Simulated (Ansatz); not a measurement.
PbS (zinc blende, F-43m) at seven volumes, the program Ansatz at the PBEsol level (PAW), scaled uniformly. One row is withheld.

```tsv
V (Å³/atom)	P (GPa)
31.866	?
32.916	2.74
33.967	1.26
35.017	0.00
36.068	-1.08
37.118	-2.01
38.169	-2.80
```

Fit the shown pressures and predict the withheld one.

P = (3/2)B₀(x^(7/2) − x^(5/2))[1 + (3/4)(B′ − 4)(x − 1)] with x = (V₀/V)^(2/3). Least squares on the six rows gives V₀ = 35.016 Å³/atom, B₀ = 38.9 GPa, B′ = 4.19. At V = 31.866, x = 1.0649 and P = 4.47 GPa. The run itself gave 4.46 GPa.

The start of the workflow was typed in or built on a structure type; neither database checked (COD, Materials Project) lists it. It is not the phase usual at ambient conditions (space group No. 225). Symmetry was held in the PBEsol relaxation. At this level the phase is mechanically unstable. Spin–orbit coupling is left out wherever it is not named.

Potentials: the later of the program's two PAW sets.
